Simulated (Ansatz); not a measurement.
Starting structure of a cell relaxation (symmetry kept):

```
Li Mg
1.0
     4.68542   -2.68588    0.00000
     4.68542    2.68588    0.00000
     0.00000    0.00000    5.05233
Li Mg
2 4
Direct
  0.66716 0.33284 0.75000
  0.33284 0.66716 0.25000
  0.33433 0.99433 0.75000
  0.00567 0.66567 0.75000
  0.99433 0.33433 0.25000
  0.66567 0.00567 0.25000
```

Level of theory: DFT r2SCAN, scalar-relativistic, plane waves, PAW in Ansatz.

Cutoff 500 eV; k points 8×8×8 on the computed 6-atom cell (Γ-centred); Gaussian smearing, width 0.10 eV; no spin polarisation.

Q: What does it relax to?

A: The volume goes down by 0.45 Å³/atom to 20.75 Å³/atom, and the energy falls by 30.3 meV/atom. Final structure:
```
Li Mg
1.0
     5.22960   -2.44150    0.00000
     5.22960    2.44150    0.00000
     0.00000    0.00000    4.87479
Li Mg
2 4
Direct
  0.75051 0.24949 0.75000
  0.24949 0.75051 0.25000
  0.40964 0.90845 0.75000
  0.09155 0.59036 0.75000
  0.90845 0.40964 0.25000
  0.59036 0.09155 0.25000
```

Cost: 1 run of about 4.4 core-minutes, on Intel Xeon 6975P-C (Granite Rapids) (shared hosts).